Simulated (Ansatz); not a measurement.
Geometry optimisation in Ansatz: input, command and trajectory.

```yaml
crystal:
  lattice:
    - [3.4711383656, 0.0, 0.0]
    - [-1.7355691828, 3.0060940047, 0.0]
    - [0.0, 0.0, 5.4005274572]
  atoms:
    - { symbol: V, position: [0.3333333333, 0.6666666667, 0.245], spin: 2.66 }
    - { symbol: V, position: [0.6666666667, 0.3333333333, 0.755], spin: 2.66 }
    - { symbol: F, position: [0.0, 0.0, 0.0] }
    - { symbol: F, position: [0.3333333333, 0.6666666667, 0.645] }
    - { symbol: F, position: [0.6666666667, 0.3333333333, 0.355] }
basis:
  ecutwfc: 420
kpoints:
  mp_grid: { grid: [6, 6, 4] }
hamiltonian:
  xc: pbe
scf:
  occupations: { method: gaussian, width: 0.1 }
  lower_state_search: "off"
output:
  forces: true
  stress: true
  eigenvalues: true
  populations: true
magnetization:
  spin_polarized: true
relax:
  adjacent_minimum: "off"
  f_tol: 0.04
  max_steps: 70
  cell: { stress_tol: 0.4 }
```

```bash
ansatz run input.yaml --threads 1 --pin off --max-ram 2560MiB --backend cpu --events-out ev --progress --plain --runs-dir out
```

Level of theory: DFT PBE, scalar-relativistic, plane waves, PAW (Ansatz).

Of 21 frames 10 are shown, positions in Å and forces in eV/Å; the SCF threshold varies from step to step. Steps run on the plane waves of an earlier cell, with a Pulay correction in the pressure. The basis is chosen afresh for the last frame, the zero of the energies, and at times for earlier ones too; energy and pressure step there, also at an unchanged geometry. Here that happened at steps 7 (-23 meV/atom, 2.7 GPa), 12 (-9 meV/atom, 0.7 GPa), 16 (-4 meV/atom, 0.3 GPa); the frames before carry an error of that size. The end is built of layers, and without a dispersion correction their distances are poorly fixed.

```xyz
5
Lattice="3.4711 0.0000 0.0000 -1.7356 3.0061 0.0000 0.0000 0.0000 5.4005" Properties=species:S:1:pos:R:3:forces:R:3 pbc="T T T" step=1 free_energy_over_end_meV_per_atom=202.05 pressure_GPa=17.34
V     0.0000    2.0041    1.3231    0.0000    0.0000   -2.0789
V     1.7356    1.0020    4.0774    0.0000    0.0000    2.0789
F     0.0000    0.0000    0.0000    0.0000    0.0000    0.0000
F     0.0000    2.0041    3.4833    0.0000    0.0000    0.2857
F     1.7356    1.0020    1.9172    0.0000    0.0000   -0.2857
5
Lattice="3.4947 0.0000 0.0000 -1.7473 3.0265 0.0000 0.0000 0.0000 5.8878" Properties=species:S:1:pos:R:3:forces:R:3 pbc="T T T" step=3 free_energy_over_end_meV_per_atom=72.40 pressure_GPa=0.52
V     0.0000    2.0176    1.3024    0.0000    0.0000    0.0637
V     1.7473    1.0088    4.5854    0.0000    0.0000   -0.0637
F     0.0000    0.0000    0.0000    0.0000    0.0000    0.0000
F     0.0000    2.0176    3.7477    0.0000    0.0000    0.5501
F     1.7473    1.0088    2.1402    0.0000    0.0000   -0.5501
5
Lattice="3.4664 0.0000 0.0000 -1.7332 3.0020 0.0000 0.0000 0.0000 6.1079" Properties=species:S:1:pos:R:3:forces:R:3 pbc="T T T" step=5 free_energy_over_end_meV_per_atom=60.86 pressure_GPa=-1.48
V     0.0000    2.0013    1.3463    0.0000    0.0000   -0.0921
V     1.7332    1.0007    4.7616    0.0000    0.0000    0.0921
F     0.0000    0.0000    0.0000    0.0000    0.0000    0.0000
F     0.0000    2.0013    3.9649    0.0000    0.0000    0.1272
F     1.7332    1.0007    2.1430    0.0000    0.0000   -0.1272
5
Lattice="3.4308 0.0000 0.0000 -1.7154 2.9711 0.0000 0.0000 0.0000 6.2761" Properties=species:S:1:pos:R:3:forces:R:3 pbc="T T T" step=8 free_energy_over_end_meV_per_atom=24.25 pressure_GPa=2.04
V     0.0000    1.9808    1.3621    0.0000    0.0000   -0.0644
V     1.7154    0.9904    4.9140    0.0000    0.0000    0.0644
F     0.0000    0.0000    0.0000    0.0000    0.0000    0.0000
F     0.0000    1.9808    4.1127    0.0000    0.0000   -0.0080
F     1.7154    0.9904    2.1633    0.0000    0.0000    0.0080
5
Lattice="3.3957 0.0000 0.0000 -1.6979 2.9408 0.0000 0.0000 0.0000 6.6166" Properties=species:S:1:pos:R:3:forces:R:3 pbc="T T T" step=10 free_energy_over_end_meV_per_atom=19.01 pressure_GPa=0.22
V     0.0000    1.9605    1.4093    0.0000    0.0000   -0.0430
V     1.6979    0.9803    5.2073    0.0000    0.0000    0.0430
F     0.0000    0.0000    0.0000    0.0000    0.0000    0.0000
F     0.0000    1.9605    4.3756    0.0000    0.0000   -0.0296
F     1.6979    0.9803    2.2409    0.0000    0.0000    0.0296
5
Lattice="3.4047 0.0000 0.0000 -1.7023 2.9485 0.0000 0.0000 0.0000 6.5954" Properties=species:S:1:pos:R:3:forces:R:3 pbc="T T T" step=12 free_energy_over_end_meV_per_atom=9.98 pressure_GPa=0.69
V     0.0000    1.9657    1.4011    0.0000    0.0000    0.0002
V     1.7023    0.9828    5.1943    0.0000    0.0000   -0.0002
F     0.0000    0.0000    0.0000    0.0000    0.0000    0.0000
F     0.0000    1.9657    4.3617    0.0000    0.0000    0.0022
F     1.7023    0.9828    2.2337    0.0000    0.0000   -0.0022
5
Lattice="3.3679 0.0000 0.0000 -1.6839 2.9167 0.0000 0.0000 0.0000 6.9564" Properties=species:S:1:pos:R:3:forces:R:3 pbc="T T T" step=14 free_energy_over_end_meV_per_atom=6.51 pressure_GPa=-0.43
V     0.0000    1.9445    1.4543    0.0000    0.0000   -0.0214
V     1.6839    0.9722    5.5021    0.0000    0.0000    0.0214
F     0.0000    0.0000    0.0000    0.0000    0.0000    0.0000
F     0.0000    1.9445    4.6344    0.0000    0.0000    0.0225
F     1.6839    0.9722    2.3220    0.0000    0.0000   -0.0225
5
Lattice="3.3324 0.0000 0.0000 -1.6662 2.8859 0.0000 0.0000 0.0000 7.1622" Properties=species:S:1:pos:R:3:forces:R:3 pbc="T T T" step=17 free_energy_over_end_meV_per_atom=1.68 pressure_GPa=0.23
V     0.0000    1.9240    1.4776    0.0000    0.0000   -0.0144
V     1.6662    0.9620    5.6846    0.0000    0.0000    0.0144
F     0.0000    0.0000    0.0000    0.0000    0.0000    0.0000
F     0.0000    1.9240    4.7923    0.0000    0.0000    0.0066
F     1.6662    0.9620    2.3699    0.0000    0.0000   -0.0066
5
Lattice="3.3266 0.0000 0.0000 -1.6633 2.8809 0.0000 0.0000 0.0000 7.2723" Properties=species:S:1:pos:R:3:forces:R:3 pbc="T T T" step=19 free_energy_over_end_meV_per_atom=0.98 pressure_GPa=0.01
V     0.0000    1.9206    1.4776    0.0000    0.0000    0.0674
V     1.6633    0.9603    5.7947    0.0000    0.0000   -0.0674
F     0.0000    0.0000    0.0000    0.0000    0.0000    0.0000
F     0.0000    1.9206    4.8868    0.0000    0.0000    0.0593
F     1.6633    0.9603    2.3854    0.0000    0.0000   -0.0593
5
Lattice="3.3318 0.0000 0.0000 -1.6659 2.8854 0.0000 0.0000 0.0000 7.3141" Properties=species:S:1:pos:R:3:forces:R:3 pbc="T T T" step=21 free_energy_over_end_meV_per_atom=0.00 pressure_GPa=0.02
V     0.0000    1.9236    1.4795    0.0000    0.0000    0.0028
V     1.6659    0.9618    5.8346    0.0000    0.0000   -0.0028
F     0.0000    0.0000    0.0000    0.0000    0.0000    0.0000
F     0.0000    1.9236    4.9399    0.0000    0.0000    0.0015
F     1.6659    0.9618    2.3743    0.0000    0.0000   -0.0015
```

The start puts this composition into another compound's structure type, which needn't suit it. At the end the space group is P-3m1 (tolerance 0.05 Å).

Time: 2.2 min on 1 thread of Arm Neoverse V1 (shared host), peak memory 0.39 GiB.

The k mesh is coarse. Moments started parallel, and an antiferromagnetic order may lie lower.